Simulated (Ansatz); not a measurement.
According to PBE in the plane-wave PAW code Ansatz, SiGe in the trigonal phase (R-3m; Si on 6c, Ge on 6c) relaxes to a = 3.963 Å, c = 19.384 Å. Si has 4 nearest neighbours from 2.36 Å (tetrahedral); Ge has 4 nearest neighbours from 2.43 Å (tetrahedral). Its formation energy from the elements is 1.8 kJ/mol of atoms, with no fitted shifts.

It is gapped at this level: 0.38 eV (indirect). The valence maximum lies at Γ and the conduction minimum at F (3 equivalent valleys). Gap from PBE with spin–orbit coupling: 0.32 eV. The electron mass is 0.11, 0.16, 0.59 mₑ (principal values).

The bulk modulus is 73.6 GPa.

The start of the workflow was typed in or built on a structure type; neither database checked (COD, Materials Project) lists it. Whether it is the stable phase at ambient conditions was not checked. The PBE relaxation kept the symmetry of its start; whether a distortion lowers the energy is not shown. The references are the lowest solids computed at this level, not always the standard phases. Scalar-relativistic: spin–orbit coupling is off unless named, which matters more the heavier the elements.

Potentials: the later of the program's two PAW sets.
